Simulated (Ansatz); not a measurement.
Rb$_{2}$GeSe$_{3}$ in space group C2/m (No. 12; Pearson symbol mS24), the program Ansatz at the LDA level (PAW), all energies at zero smearing, with the estimated change up to a 700 eV cutoff added, with one set of potentials and settings (totals compare only within such a set). Cell of 12 atoms (4 Rb, 2 Ge, 6 Se): -53424.293 eV.

```tsv
element	reference phase	E (eV/atom)
Rb	Im-3m, 1 atoms in the cell	-3170.7586
Ge	Fd-3m, 2 atoms in the cell	-4215.7216
Se	P3_121, 3 atoms in the cell	-5383.2604
```

Formation energy per atom, worked out: (-53424.293 − 4×(-3170.7586) − 2×(-4215.7216) − 6×(-5383.2604))/12 = -0.854 eV/atom (-82 kJ per mol of atoms), at 0 K, without zero-point energy or fitted corrections.

The first step of the workflow began from a Materials Project structure, measured or hypothetical; the Crystallography Open Database files this formula in space group No. 12, but the cells were not matched. Whether it is the stable phase at ambient conditions was not checked. Symmetry was held in the LDA relaxation; whether a distortion lowers the energy is not shown. The references are the lowest solids computed at this level, not always the standard phases.

Potentials: the later of the program's two PAW sets.
